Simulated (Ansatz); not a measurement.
# NaCl: do energies and stresses tell the same story?

The calculation used Ansatz 0.2.0, DFT PBEsol, scalar-relativistic, plane waves, PAW.

Settings: cutoff 420 eV, Γ-centred mesh 8×8×8 on the computed 2-atom cell, Gaussian smearing of 0.02 eV; no spin polarisation.

Relaxed cell: Fm-3m, a = 5.602 Å, b = 5.602 Å, c = 5.602 Å, α = 90.00°, β = 90.00°, γ = 90.00°, 2 atoms in the primitive cell.

Energies at zero smearing and pressures from the stress tensor, at volumes with shape and atoms relaxed:
| V (Å³/atom) | E − E(first) (meV/atom) | P (GPa) |
| --- | --- | --- |
| 19.337 | 0.00 | 4.47 |
| 19.997 | -15.38 | 3.05 |
| 20.656 | -25.39 | 1.85 |
| 21.315 | -30.89 | 0.85 |
| 21.974 | -32.58 | 0.00 |
| 22.634 | -31.08 | -0.71 |
| 23.293 | -26.89 | -1.31 |
| 24.172 | -17.81 | -1.97 |

Q: Check P = −dE/dV between neighbouring volumes, and get the bulk modulus from the pressures alone.

A: With 1 eV/Å³ = 160.2 GPa:
```csv
middle V (Å³/atom),−ΔE/ΔV (GPa),mean P (GPa)
19.667,3.737,3.758
20.326,2.433,2.450
20.986,1.336,1.351
21.645,0.413,0.425
22.304,-0.365,-0.354
22.963,-1.021,-1.012
23.732,-1.653,-1.641
```

The two differ by 0.02 GPa at most. The mean of two end pressures misses the average over a step by about ΔV² P″/12, up to 0.02 GPa here; with that taken off 0.00 GPa remains. Around V = 21.974 Å³/atom, the two neighbours give B = −V ΔP/ΔV = 21.974 × 1.56 / 1.318 = 26.0 GPa, against B0 = 25.8 GPa from the Birch–Murnaghan fit of the energies.